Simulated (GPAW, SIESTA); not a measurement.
**Pb2O: energy against volume and a worked fit**

Space group Pn-3m:1 (No. 224). a = 5.380 Å, b = 5.380 Å, c = 5.380 Å, α = 90.00°, β = 90.00°, γ = 90.00°
| atom | site | symmetry | x | y | z |
| --- | --- | --- | --- | --- | --- |
| Pb | 4b | .-3m | 0.7500 | 0.2500 | 0.7500 |
| O | 2a | -43m | 0.5000 | 0.5000 | 0.5000 |

The cell was scaled at fixed shape and fractions and run with SIESTA, files PseudoDojo sr-pbesol-0.4.1-standard, DZP (energy shift 0.003 Ry; two zetas on semicore shells); PBEsol, k mesh 5 × 5 × 5 on the cell of 6 atoms, fermi-dirac occupations of 0.05 eV, no spin polarisation, no spin-orbit coupling. Energies are those that the program minimises, any entropy of the smearing included. For a metal such a mesh isn't converged to the digits shown.

```csv
V (Å³/atom),energy over the lowest row (meV/atom)
24.3963,34.87
24.9153,19.36
25.4344,8.66
25.9535,?
26.4725,0.00
26.9916,1.04
27.5107,5.31
```

Question: Fit the third-order Birch-Murnaghan form, give V0, B0 and B′, and predict the energy left open.

Answer: With y = (V0/V)^(2/3), E = E0 + (9 V0 B0/16) [(y - 1)³ B′ + (y - 1)² (6 - 4y)]. Least squares through the rows shown give V0 = 26.5609 Å³/atom, E0 = -0.08 meV, B0 = 54.20 GPa (1 eV/Å³ = 160.218 GPa) and B′ = 4.58, with a largest miss of 0.03 meV. At V = 25.9535 the form with these constants gives 2.37 meV; the run gave 2.45 meV an atom. Other set-ups at this level, from all their volumes (Å³/atom, GPa): GPAW, PAW data sets generated for this functional: V0 25.757, B0 54.27.
